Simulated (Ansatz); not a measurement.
The start is a generated cell, Ir placed in the diamond structure type. The structure is fully relaxed (lattice and positions, P = 0) with r2SCAN (plane waves to 500 eV, PAW, scalar-relativistic; Ansatz, a program for electronic structure). First-step values are on the input's coarse k-mesh.

Ansatz input (later rounds restart from its end on a renewed k-mesh):
Ansatz 0.2 input:
```yaml
crystal:
  lattice:
    - [0, 2.651934, 2.651934]
    - [2.651934, 0, 2.651934]
    - [2.651934, 2.651934, 0]
  atoms:
    - { symbol: Ir, position: [0.25, 0.25, 0.25] }
    - { symbol: Ir, position: [0, 0, 0] }
basis: { ecutwfc: 500, ecutrho_ratio: 4, xc_grid: 4, fft_grid_basis: typed }
kpoints: { mp_grid: { grid: [11, 11, 11] } }
hamiltonian:
  xc: r2scan
  dispersion: none
  pseudopotentials: { azcp: { folder: ./paw }, kind: paw }
scf: { occupations: { method: fermi_dirac, width: 0.05 } }
relax: { f_tol: 0.01, max_steps: 100, cell: { stress_tol: 0.02 } }
output: { forces: true, stress: true }
```

### Question
What pressure does the first self-consistent step give?

### Answer
+33.7 GPa (positive: the cell is compressed).

### Question
How much energy is released per atom?

### Answer
0.23 eV/atom.

### Question
How does the volume per atom move from start to end?

### Answer
+13.1 %, from 18.65 to 21.09 Å³/atom.

### Question
How do the shortest distances between atoms change?

### Answer
The closest pairs of elements (up to four, under 3.6 Å), start → end: Ir–Ir 2.30 → 2.39 Å.

### Question
Give the final cell and atomic positions.

### Answer

```cif
data_Ir8
_chemical_formula_sum 'Ir8'
_space_group_name_H-M_alt 'Fd-3m :1'
_space_group_IT_number 227
_space_group_name_Hall 'F 4d 2 3 -1d'
_cell_length_a 5.52606
_cell_length_b 5.52606
_cell_length_c 5.52606
_cell_angle_alpha 90.000
_cell_angle_beta 90.000
_cell_angle_gamma 90.000
loop_
_atom_site_label
_atom_site_type_symbol
_atom_site_symmetry_multiplicity
_atom_site_Wyckoff_symbol
_atom_site_fract_x
_atom_site_fract_y
_atom_site_fract_z
_atom_site_occupancy
Ir1 Ir 8 a 0.00000 0.00000 0.00000 1
```
(The calculation used a cell of 2 atoms; values per cell refer to that cell.)

The space group stays Fd-3m (No. 227) (the run could not lower it); the end is diamond type, with 2 atoms in the primitive cell. Final values are on a 15×15×15 k-mesh of the relaxed cell. No spin polarisation in the result.

The run could not lose the symmetry of its start: the end is stationary, and may be a saddle point rather than a minimum.

All atoms sit on sites fixed by symmetry, so only the cell could relax.

The relaxed structure here is a generated cell of Ir: the first start was made by placing the elements on the sites of a structure type, and the end was not matched to a known phase here, so it may be hypothetical. Known forms of Ir include space group No. 225.
